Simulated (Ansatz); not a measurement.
# Hf (hcp): a workflow

**The experiment.** The Crystallography Open Database holds a cell as deposited of hexagonal Hf (space group P6_3/mmc), temperature not stated (1963): a, c = 3.197, 5.058 Å, 22.38 Å³/atom.

Method: LDA, scalar-relativistic; no spin polarisation; PAW, 420 eV, 16×16×8 k-mesh, Gaussian smearing of 0.05 eV; code Ansatz. The datasets are Ansatz's generated set soft_2.

The first cell, 0 % over the database's volume:

```xyz
2
Lattice="3.2000 0.0000 0.0000 -1.6000 2.7713 0.0000 0.0000 0.0000 5.0624" Properties=species:S:1:pos:R:3 pbc="T T T"
Hf    0.0000    1.8475    3.7968
Hf    1.6000    0.9238    1.2656
```

The steps in volume:

| run | level | k-mesh | kind | V (Å³/atom) | P (GPa) | E − E(final) (meV/atom) | gap on the mesh (eV) |
| --- | --- | --- | --- | --- | --- | --- | --- |
| 1 | LDA | 16×16×8 | cell and atoms relaxed | 20.81 | 0.0 | 0.0 | metal |

The cell is relaxed to zero pressure at this level.

The final structure (symmetry read at 0.01 Å). It takes space group P6_3/mmc (No. 194, hexagonal). Conventional cell: a = 3.120 Å, b = 3.120 Å, c = 4.936 Å, α = 90.00°, β = 90.00°, γ = 120.00°. Around Hf (site symmetry -6m2) lie 12 Hf at 3.06 to 3.12 Å. (Neighbours are counted to 15 % beyond the shortest distance.)

At the final geometry the gap, band path included, is zero (metallic). The runs in the table took roughly 0.5 core-minutes.

**Against experiment.** LDA gives 3.120, 4.936 Å and 20.81 Å³/atom, −7.0 % in volume (−2.4 % in length) from the database's cell. LDA overbinds and usually gives cells that are too small. Spin–orbit coupling, left out, also moves the volume of such heavy elements' compounds. The database's entry may also be off.

For elements this heavy, spin–orbit coupling would shift levels and gaps; it isn't included here.
